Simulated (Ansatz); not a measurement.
**Relaxing a structure of AlNi**

The start is a generated trial cell of AlNi in the AFLOW prototype AB_tP4_129_c_c (B11, as in TiCu). Cell shape, volume and atoms are optimised at zero target pressure with r2SCAN (plane waves to 500 eV, PAW, scalar-relativistic; Ansatz, a quantum-chemistry and plane-wave program). The first steps use a coarse 11×11×6 k-mesh.

The start:
```yaml
crystal:
  lattice:
    - [2.96684, 0.00000, 0.00000]
    - [0.00000, 2.96684, 0.00000]
    - [0.00000, 0.00000, 5.65199]
  atoms:
    - { symbol: Al, position: [0.50000, 0.00000, 0.65000] }
    - { symbol: Al, position: [0.00000, 0.50000, 0.35000] }
    - { symbol: Ni, position: [0.50000, 0.00000, 0.10000] }
    - { symbol: Ni, position: [0.00000, 0.50000, 0.90000] }
```
Spin-polarised start, with parallel moments on Ni.

Problem. What is the largest force in the starting geometry, and on which atom (counted from 1)?

Solution. 1.98 eV/Å, on Ni3, Ni4 (atoms numbered as listed).

Problem. How much energy is released per atom?

Solution. 0.16 eV/atom.

Problem. How do the shortest distances between atoms change?

Solution. The closest pairs of elements (up to four, under 3.6 Å), start → end: Ni–Ni 2.38 → 2.63 Å; Al–Ni 2.53 → 2.40 Å; Al–Al 2.70 → 2.74 Å.

Problem. What band gap does the relaxed structure have at this level?

Solution. No gap (metallic).

Problem. What does it relax into? Give the structure.

Solution. 
Space group P4/nmm, origin choice 1 (No. 129); a = b = 3.061 Å, c = 5.242 Å, α = β = γ = 90.00°

| atom | site | symmetry | x | y | z |
|---|---|---|---|---|---|
| Al | 2c | 4mm | 0.0000 | 0.5000 | 0.3400 |
| Ni | 2c | 4mm | 0.5000 | 0.0000 | 0.1426 |

The space group stays P4/nmm (No. 129) (the run could not lower it); the end is AFLOW prototype AB_tP4_129_c_c (B11, as in TiCu), with 4 atoms in the primitive cell. Final values are on a 15×15×9 k-mesh of the relaxed cell. No spin polarisation in the result: the starting moments vanished. A magnetic state may lie lower.

The run could not lower the symmetry of its start; a shaken copy of this end point relaxes with r2SCAN to Pmmn (No. 59), 0.02 eV/atom lower.

The relaxed structure here is a generated cell of AlNi: the first start was made by placing the elements on the sites of a structure type, and the end was not matched to a known phase here, so it may be hypothetical. Known forms of AlNi include space group No. 221.
